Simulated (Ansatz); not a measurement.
# Run record: HPb

HPb is taken as a thin unrelaxed slab with vacuum, 10 atoms in the cell.

All numbers below come from DFT, PBE, PAW, plane waves, scalar-relativistic (Ansatz development build ahead of 0.2.0).

The input:

```yaml
crystal:
  lattice:
    - [3.395091, 0.0, 0.0]
    - [0.22726, -3.41521, 0.0]
    - [0.0, 0.0, 28.760416]
  atoms:
    - { symbol: H, position: [0.008451, 0.99153, 0.027086] }
    - { symbol: H, position: [0.996352, 0.967405, 0.146482] }
    - { symbol: H, position: [0.045914, 0.967881, 0.259124] }
    - { symbol: H, position: [0.98976, 0.897162, 0.379331] }
    - { symbol: H, position: [0.015146, 0.916592, 0.49628] }
    - { symbol: Pb, position: [0.466939, 0.47855, 0.083087] }
    - { symbol: Pb, position: [0.472149, 0.405389, 0.204541] }
    - { symbol: Pb, position: [0.481696, 0.45134, 0.325297] }
    - { symbol: Pb, position: [0.513724, 0.403582, 0.43839] }
    - { symbol: Pb, position: [0.523247, 0.36833, 0.55655] }
hamiltonian:
  xc: pbe
  pseudopotentials: { kind: paw }
basis:
  ecutwfc: 420
kpoints:
  mp_grid: { grid: [6, 6, 1] }
scf:
  occupations: { method: fermi_dirac, width: 0.1 }
  lower_state_search: "off"
output:
  forces: true
  stress: false
```

Launched as:
```sh
ansatz run input.yaml --threads 2 --pin off --max-ram 5120MiB --backend cpu --events-out ev --progress --plain --runs-dir out
```

Output (shortened):

```
Pseudopotentials: kind: paw
Pseudopotential: H, paw, valence charge 1, recommended cutoff 420 eV (normal), H.paw.azcp
Pseudopotential: Pb, paw, valence charge 14, recommended cutoff 420 eV (normal), Pb.paw.azcp
Functional definition: PBE
Crystal: 10 atoms, lattice volume = 333.476 Å³
Basis set: ecut = 420 eV, 6563 PW (Γ), exchange–correlation on 48×48×400 points (8 copies of the dense FFT grid, shifted against one another)
Bands: 48, of which v1, the nominal top of the filled ones, is band 38 counted from 1 (37 counted from 0)
Symmetry: 1 space group operations
Space group: P1 (ITA 1), of the structure as read, at distance tolerance 6.9e-5 Å
k-points: 20 of 36 (time reversal used)
Non-local potential: H, projectors of the file, l = 0: 2, l = 1: 1
Non-local potential: Pb, projectors of the file, l = 0: 2, l = 1: 2, l = 2: 2, l = 3: 2
Initial density: superposition of atomic densities (neutral atoms: chi_scale 0, normalization atom), corrected by the library's trained network
Initial wavefunctions: pseudopotential atomic-orbital guess
Functional: x = pbe(κ = 0.804, μ = 0.2195149727645171), c = pbe(β = 0.06672455060314922)
SCF iter   1: F=—  HF=-59604.668212 eV  |F-HF|=—  |Δ(HF+E_count)|=         —  Δρ=7.04e-3  dr2=1.58e1  ethr=1.77e-3  ⟨swp⟩=10.2  Hψ=4511  notcnv=0
preconditioner: auto → LDOS  [metal: Δε(μ)=0.030 eV  Ē_g=15.378 eV  σ=0.100 eV  W_gap=0.07  n_scr=54 (ndim 8)  ℏωp=17.6 eV  f_vac=0.371  D(μ)=5.15/eV (n_scr^D=14)  β→1.0]
SCF iter   2: F=—  HF=-59604.410963 eV  |F-HF|=—  |Δ(HF+E_count)|=   2.57e-1  Δρ=1.92e-3  dr2=3.95e-1  ethr=1.77e-3  ⟨swp⟩=1.7  Hψ=1163  notcnv=0  defer=10
SCF iter   3: F=—  HF=-59604.405481 eV  |F-HF|=—  |Δ(HF+E_count)|=   5.48e-3  Δρ=1.37e-3  dr2=1.46e-2  ethr=5.27e-4  ⟨swp⟩=1.6  Hψ=974  notcnv=0  defer=17
SCF iter   4: F=—  HF=-59604.402774 eV  |F-HF|=—  |Δ(HF+E_count)|=   2.71e-3  Δρ=2.22e-4  dr2=4.61e-4  ethr=1.94e-5  ⟨swp⟩=2.0  Hψ=1702  notcnv=0  defer=17
SCF iter   5: F=—  HF=-59604.402787 eV  |F-HF|=—  |Δ(HF+E_count)|=   1.30e-5  Δρ=4.77e-5  dr2=1.48e-5  ethr=6.15e-7  ⟨swp⟩=2.0  Hψ=1702  notcnv=0  defer=17
SCF iter   6: F=—  HF=-59604.402746 eV  |F-HF|=—  |Δ(HF+E_count)|=   4.13e-5  Δρ=2.13e-5  dr2=3.48e-6  ethr=1.98e-8  ⟨swp⟩=2.0  Hψ=1747  notcnv=0  defer=17
SCF iter   7: F=—  HF=-59604.402746 eV  |F-HF|=—  |Δ(HF+E_count)|=   3.15e-7  Δρ=6.49e-6  dr2=4.45e-7  ethr=4.64e-9  ⟨swp⟩=2.0  Hψ=1699  notcnv=0  defer=17
SCF iter   8: F=-59604.402746 eV  HF=-59604.402746 eV  |F-HF|=3.72e-9  |Δ(HF+E_count)|=   7.82e-8  Δρ=2.12e-6  dr2=4.41e-8  ethr=1.33e-10  ⟨swp⟩=5.0  Hψ=3570  notcnv=0
SCF 1 converged in 8 iterations: F = -59604.402746 eV  dr2 = 4.41e-8
  greatest PAW one-centre occupation: 0.980 electrons in one spin orbital (limit 2), on the Pb atom at site 5 (counted from 0), in its partial waves of l = 2
SCF converged after 8 iterations
Free energy (F): -59604.402746 eV
Harris-Foulkes:  -59604.402746 eV  (|F-HF|=3.72e-9)
Internal energy: -59604.238327 eV  (E = F + TS)
E sigma→0 (E₀):  -59604.320536 eV
Entropy (-TS):   -0.164419 eV (-16.442 meV/atom)
Fermi energy:    2.890758 eV
--- Per-component energies (eV) ---
  E_band       = -752.938449
  E_kinetic    = 1490.562121
  E_local      = -42450.572986  (includes V_loc(G=0)·N_el)
  E_nonlocal   = 1754.219824
  E_hartree    = 20415.648428
  E_xc         = -1139.692120
  E_vxc        = -708.119129  (∫ρ·V_xc dr)
  E_paw        = -52026.474663  (= ΣΔE_a)
  E_vpaw       = -1670.292142  (= ΣTr[D̂ρ^β])
  E_aug_tail   = -0.004436  (compensation charges beyond the density's cutoff)
  E_ewald      = 12352.075504
  E_smearing   = -0.164419  (= −TS)
  E_closure    = 0.000000  (closes the sum)
  Σ components = -59604.402746   (vs F -59604.402746, Δ=0.00e0)
--- Forces (eV/Å), atoms counted from 1 ---
  atom   1  H      0.11481761    -0.01802576     0.98269112
  atom   2  H      0.10038590    -0.09602211    -0.07751157
  atom   3  H      0.10926632    -0.03386705    -0.17505867
  atom   4  H      0.04086472     0.05792673    -0.04021265
  atom   5  H     -0.05280891    -0.14347054     0.07366691
  atom   6  Pb    -0.16631196    -0.02091739    -0.62379539
  atom   7  Pb    -0.13404984     0.18243085     0.13153224
  atom   8  Pb    -0.09788500    -0.12440031    -0.17643344
  atom   9  Pb     0.04030872     0.06123785     0.34423330
  atom  10  Pb     0.04541445     0.13510583    -0.43910112
  max |Σ_I F_I| component: 1.07e-5 eV/Å
```

The run took 12 s on 2 threads of Arm Neoverse V1, with other jobs on the host, peak memory 0.59 GiB.
